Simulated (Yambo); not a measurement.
A BSE run in Yambo for MgPdF$_{6}$ (space group R-3, No. 148) (LDA bands; 4×4×4 mesh, 21 valence and 3 conduction bands, static screening with 69 bands and a 3 Ry block, scissor 3.14 eV, Tamm-Dancoff; field along x) gives:

```json
[
 {"state": "1", "energy (eV)": "1.66", "states within 2 meV": "2", "relative strength": "< 0.01", "class": "dark"},
 {"state": "2", "energy (eV)": "1.76", "states within 2 meV": "1", "relative strength": "< 0.01", "class": "dark"},
 {"state": "3", "energy (eV)": "2.45", "states within 2 meV": "1", "relative strength": "< 0.01", "class": "dark"},
 {"state": "4", "energy (eV)": "2.48", "states within 2 meV": "2", "relative strength": "< 0.01", "class": "dark"},
 {"state": "5", "energy (eV)": "3.73", "states within 2 meV": "1", "relative strength": "< 0.01", "class": "dark"}
]
```

Axes are Cartesian, with cell vectors (Å) (2.47, 1.42, 4.51), (-2.47, 1.42, 4.51), (0.00, -2.85, 4.51).

Task: What changes when the screening block is changed to 5 Ry?

Result: The lowest state goes from 1.659 eV to 1.593 eV, and its distance below the direct gap from 3.314 eV to 3.381 eV. These are vertical excitations (zero momentum). The scissor comes from a G0W0 run whose convergence isn't established.

Spin-orbit coupling is not included.

Geometry of the Materials Project entry, not relaxed at this level; primitive cell a = b = c = 5.333 Å, α = β = γ = 55.07°.
